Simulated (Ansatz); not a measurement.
NaCl (rock salt), relaxed with LDA (Ansatz, a first-principles code, plane waves, PAW): a = b = c = 5.4642 Å, α = β = γ = 90.00°.

- gap (eV) = 5.07
- ΔH_f (eV/atom) = -1.83
- B₀ by P(V) fit (GPa) = 32.0
- K_Hill (GPa) = 32.1
- G_Hill (GPa) = 17.8
- ε∞ = 2.67
- ε0 = 5.47
- highest Γ mode, no LO–TO term (cm⁻¹) = 188
- electron conductivity mass (mₑ) = 0.37
- Θ_D (K) = 332

Q: The same phase is relaxed and computed with PBEsol in the same code. What are the cell and these values now?

A: a = b = c = 5.6020 Å, α = β = γ = 90.00°.

* **gap (eV)**: 5.01
* **ΔH_f (eV/atom)**: -1.80
* **B₀ by P(V) fit (GPa)**: 25.8
* **K_Hill (GPa)**: 25.9
* **G_Hill (GPa)**: 15.3
* **ε∞**: 2.57
* **ε0**: 6.02
* **highest Γ mode, no LO–TO term (cm⁻¹)**: 166
* **electron conductivity mass (mₑ)**: 0.39
* **Θ_D (K)**: 311

All cells were relaxed under the symmetry of their starts (and spin orders); stability against distortions was not tested throughout.

Potentials: the later of the program's two PAW sets.

Ansatz is a plane-wave DFT program.

Formation energies count from the lowest solids of the elements computed at the same level, not from gases.
